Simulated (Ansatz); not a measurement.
NaI:
```xyz
2
Lattice="0.0000 3.2640 3.2640 3.2640 0.0000 3.2640 3.2640 3.2640 0.0000" Properties=species:S:1:pos:R:3 pbc="T T T"
Na     0.0000     0.0000     0.0000
I      3.2640     3.2640     3.2640
```

Relaxed with PBE. Special points in fractions of this cell's reciprocal vectors: Γ (0.000, 0.000, 0.000); X (0.500, 0.000, 0.500); U (0.625, 0.250, 0.625); K (0.375, 0.375, 0.750); L (0.500, 0.500, 0.500); W (0.500, 0.250, 0.750).

Question: List the band energies nearest the valence-band maximum at these points for PBE with spin–orbit coupling (plane waves, PAW; program Ansatz).

Answer: In eV from the valence-band maximum; about four levels below and three above (degenerate sets whole), none deeper than 8.9 eV; points with the same levels are listed once.

| k | below | above |
|---|---|---|
| Γ | 0.00 0.00 0.00 0.00 | 3.24 3.24 7.61 7.61 7.61 7.61 |
| X | -1.23 -1.23 -0.76 -0.76 | 4.14 4.14 5.27 5.27 |
| U | -1.50 -1.50 -0.80 -0.80 | 4.86 4.86 6.32 6.32 |
| L | -0.88 -0.88 -0.28 -0.28 | 4.75 4.75 7.10 7.10 |
| W | -1.44 -1.44 -1.08 -1.08 | 5.42 5.42 7.04 7.04 |

Space group Fm-3m (rock salt). The cell was relaxed with PBE under the symmetry of its start; phonons on a q-mesh show no instability.

Potentials: the later of the program's two PAW sets.
